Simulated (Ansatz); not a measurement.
This run works on a generated trial structure, not on a known crystal.

Input and command of a plane-wave DFT calculation in Ansatz:

```yaml
crystal:
  lattice:
    - [6.615930241, 0.0, 0.0]
    - [-3.3079651205, 5.7295636584, 0.0]
    - [0.0, 0.0, 4.8590029146]
  atoms:
    - { symbol: Ta, position: [0.0, 0.0, 0.5], spin: 1.53 }
    - { symbol: Br, position: [0.5, 0.0, 0.0] }
    - { symbol: Br, position: [0.0, 0.5, 0.0] }
    - { symbol: Br, position: [0.5, 0.5, 0.0] }
    - { symbol: Br, position: [0.0, 0.0, 0.0] }
basis:
  ecutwfc: 420
kpoints:
  mp_grid: { grid: [6, 6, 8] }
hamiltonian:
  xc: pbe
scf:
  occupations: { method: gaussian, width: 0.1 }
output:
  forces: true
  stress: true
  eigenvalues: true
  populations: true
  write_density: true
  write_potential: true
  elf: true
  volumetric_format: npy
magnetization:
  spin_polarized: true
relax:
  adjacent_minimum: "off"
  f_tol: 0.01
  max_steps: 80
  cell: { stress_tol: 0.05 }
```

```bash
ansatz run input.yaml --threads 1 --pin off --max-ram 2048MiB --backend cpu --events-out ev --progress --plain --runs-dir out
```

Processor: Arm Neoverse V2, 1 thread, on a host shared with other jobs.

Problem. Estimate time, memory and problem size.

Solution. About 91 s, peak memory 0.6 GiB. It solves 27 bands at 35 k points (after reduction by symmetry) with about 3653 plane waves (on the last cell), in 42 SCF iterations over 4 ionic steps.
